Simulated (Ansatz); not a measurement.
CoSi$_{2}$ (fluorite type, space group Fm-3m)

```
CELL_PARAMETERS angstrom
      0.00000     2.65610     2.65610
      2.65610     0.00000     2.65610
      2.65610     2.65610     0.00000
ATOMIC_POSITIONS crystal
  Co 0.00000 0.00000 0.00000
  Si 0.25000 0.25000 0.25000
  Si 0.75000 0.75000 0.75000
```

The slice is a {111} plane (indices of the conventional cell) through the point (0.750, 0.750, 0.750) (fractional), spanned by u = [100] and v = [-1 2 0] in vectors of this cell: u (3.76 Å) and v (6.51 Å, at 90° to u). It covers one period; positions are fractions (u, v).

Calculation: PBEsol (plane waves to 420 eV, PAW, scalar-relativistic; Ansatz, a first-principles code). k mesh 15×15×15. Inside the PAW spheres the values are not all-electron values, and peaks at nuclei hang on which shells count as valence. CoSi2 is run without spin polarisation. CoSi2 was relaxed with its symmetry unable to fall.

Task: Sketch the electron localisation function (ELF) on this plane as a map.

Result: 
```
|xx.+#*=:::=*#+.x|
|x-=++=:...:=++=-|
|%%#*+-.   .-+*#%|
|@@%*=:.   .:=*%@|
|##*+-:.   .:-+*#|
|-----:.   .:----|
|...::::...::::..|
|....:-------:...|
|....-+++++++-...|
|...:+#%***%#+:..|
|...-#@%+=+%@#-..|
|..:+@@#:x:#@@+:.|
|.:=#@%=xxx=%@#=:|
|:-=#%*xxxxx*%#=-|
|::=*#+.xxx.+#*=:|
|..:=++=-x-=++=:.|
|  .-+*#%%%#*+-. |
|  .:=*%@@@%*=:. |
|  .:-+*###*+-:. |
|  .:---------:. |
|..::::.....::::.|
|----:.......:---|
|++++-.......-+++|
|**%#+:.....:+#%*|
|=+%@#-.....-#@%+|
|x:#@@+:...:+@@#:|
|xx=%@#=:.:=#@%=x|
|xxx*%#=-:-=#%*xx|
```
Scale: ten equal steps from 0.12 (start of ' ') to 0.73 (end of '@'), in the order ' .:-=+*#%@'. Values: electron localisation function (ELF). The map has 16 points along u (one character each, u = 0 at the left) and 28 along v (v = 0 in the bottom row). Points within 0.5 Å of a nucleus are blanked (x), as the pseudised field means little there.
